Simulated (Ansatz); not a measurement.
A relaxation computed with Ansatz, from input to last step.

```yaml
crystal:
  lattice:
    - [8.4747648736, 0.0, 0.0]
    - [0.0, 8.4747648736, 0.0]
    - [0.0, 0.0, 2.5951737816]
  atoms:
    - { symbol: Mn, position: [0.6783596297, 0.1783596297, 0.5], spin: 2.33 }
    - { symbol: Mn, position: [0.8216403703, 0.6783596297, 0.5], spin: 2.33 }
    - { symbol: Mn, position: [0.3216403703, 0.8216403703, 0.5], spin: 2.33 }
    - { symbol: Mn, position: [0.1783596297, 0.3216403703, 0.5], spin: 2.33 }
    - { symbol: Ga, position: [0.5, 0.0, 0.0] }
    - { symbol: Ga, position: [0.0, 0.5, 0.0] }
    - { symbol: Ga, position: [0.2051544611, 0.0636372411, 0.0] }
    - { symbol: Ga, position: [0.9363627589, 0.2051544611, 0.0] }
    - { symbol: Ga, position: [0.7948455389, 0.9363627589, 0.0] }
    - { symbol: Ga, position: [0.0636372411, 0.7948455389, 0.0] }
    - { symbol: Ga, position: [0.7051544611, 0.4363627589, 0.0] }
    - { symbol: Ga, position: [0.4363627589, 0.2948455389, 0.0] }
    - { symbol: Ga, position: [0.2948455389, 0.5636372411, 0.0] }
    - { symbol: Ga, position: [0.5636372411, 0.7051544611, 0.0] }
basis:
  ecutwfc: 420
kpoints:
  mp_grid: { grid: [4, 4, 14] }
hamiltonian:
  xc: pbesol
scf:
  occupations: { method: gaussian, width: 0.1 }
output:
  forces: true
  stress: true
  eigenvalues: true
  populations: true
magnetization:
  spin_polarized: true
relax:
  adjacent_minimum: "off"
  f_tol: 0.01
  max_steps: 30
  cell: { stress_tol: 0.1, fix: [volume] }
```

```bash
ansatz run input.yaml --threads 4 --pin off --max-ram 10240MiB --backend cpu --events-out ev --progress --plain --runs-dir out
```

Theory: Ansatz, DFT PBEsol, scalar-relativistic, plane waves, PAW.

The volume is held at 0.94 times that of the relaxed cell.

Of 4 frames 3 are shown, positions in Å and forces in eV/Å; the SCF threshold varies from step to step. Steps run on the plane waves of an earlier cell, with a Pulay correction in the pressure. The basis is chosen afresh for the last frame, the zero of the energies, and at times for earlier ones too; energy and pressure can step there, also at an unchanged geometry. Where two frames share a geometry here, they differ by under 2 meV/atom and 0.3 GPa.

```xyz
14
Lattice="8.4748 0.0000 0.0000 0.0000 8.4748 0.0000 0.0000 0.0000 2.5952" Properties=species:S:1:pos:R:3:forces:R:3 pbc="T T T" step=1 free_energy_over_end_meV_per_atom=0.10 pressure_GPa=8.31
Mn    5.7489    1.5116    1.2976   -0.0074   -0.0074    0.0000
Mn    6.9632    5.7489    1.2976    0.0074   -0.0074    0.0000
Mn    2.7258    6.9632    1.2976    0.0074    0.0074    0.0000
Mn    1.5116    2.7258    1.2976   -0.0074    0.0074    0.0000
Ga    4.2374    0.0000    0.0000    0.0000    0.0000    0.0000
Ga    0.0000    4.2374    0.0000    0.0000    0.0000    0.0000
Ga    1.7386    0.5393    0.0000   -0.0489   -0.0331    0.0000
Ga    7.9355    1.7386    0.0000    0.0331   -0.0489    0.0000
Ga    6.7361    7.9355    0.0000    0.0489    0.0331    0.0000
Ga    0.5393    6.7361    0.0000   -0.0331    0.0489    0.0000
Ga    5.9760    3.6981    0.0000   -0.0489    0.0331    0.0000
Ga    3.6981    2.4987    0.0000    0.0331    0.0489    0.0000
Ga    2.4987    4.7767    0.0000    0.0489   -0.0331    0.0000
Ga    4.7767    5.9760    0.0000   -0.0331   -0.0489    0.0000
14
Lattice="8.4733 0.0000 0.0000 0.0000 8.4733 0.0000 0.0000 0.0000 2.5960" Properties=species:S:1:pos:R:3:forces:R:3 pbc="T T T" step=2 free_energy_over_end_meV_per_atom=0.01 pressure_GPa=8.26
Mn    5.7486    1.5119    1.2980   -0.0080   -0.0080    0.0000
Mn    6.9614    5.7486    1.2980    0.0080   -0.0080    0.0000
Mn    2.7247    6.9614    1.2980    0.0080    0.0080    0.0000
Mn    1.5119    2.7247    1.2980   -0.0080    0.0080    0.0000
Ga    4.2367    0.0000    0.0000    0.0000    0.0000    0.0000
Ga    0.0000    4.2367    0.0000    0.0000    0.0000    0.0000
Ga    1.7354    0.5367    0.0000   -0.0158   -0.0139    0.0000
Ga    7.9367    1.7354    0.0000    0.0139   -0.0158    0.0000
Ga    6.7379    7.9367    0.0000    0.0158    0.0139    0.0000
Ga    0.5367    6.7379    0.0000   -0.0139    0.0158    0.0000
Ga    5.9721    3.7000    0.0000   -0.0158    0.0139    0.0000
Ga    3.7000    2.5013    0.0000    0.0139    0.0158    0.0000
Ga    2.5013    4.7734    0.0000    0.0158   -0.0139    0.0000
Ga    4.7734    5.9721    0.0000   -0.0139   -0.0158    0.0000
14
Lattice="8.4731 0.0000 0.0000 0.0000 8.4731 0.0000 0.0000 0.0000 2.5962" Properties=species:S:1:pos:R:3:forces:R:3 pbc="T T T" step=4 free_energy_over_end_meV_per_atom=0.00 pressure_GPa=8.23
Mn    5.7482    1.5117    1.2981   -0.0014   -0.0014    0.0000
Mn    6.9615    5.7482    1.2981    0.0014   -0.0014    0.0000
Mn    2.7249    6.9615    1.2981    0.0014    0.0014    0.0000
Mn    1.5117    2.7249    1.2981   -0.0014    0.0014    0.0000
Ga    4.2366    0.0000    0.0000    0.0000    0.0000    0.0000
Ga    0.0000    4.2366    0.0000    0.0000    0.0000    0.0000
Ga    1.7338    0.5353    0.0000    0.0005   -0.0009    0.0000
Ga    7.9379    1.7338    0.0000    0.0009    0.0005    0.0000
Ga    6.7393    7.9379    0.0000   -0.0005    0.0009    0.0000
Ga    0.5353    6.7393    0.0000   -0.0009   -0.0005    0.0000
Ga    5.9704    3.7013    0.0000    0.0005    0.0009    0.0000
Ga    3.7013    2.5027    0.0000    0.0009   -0.0005    0.0000
Ga    2.5027    4.7718    0.0000   -0.0005   -0.0009    0.0000
Ga    4.7718    5.9704    0.0000   -0.0009    0.0005    0.0000
```

It took 96 s on 4 threads of AMD EPYC 9R45 96-Core Processor (Zen 5), on a shared host, peak memory 2 GiB.

Only parallel moments were tried here.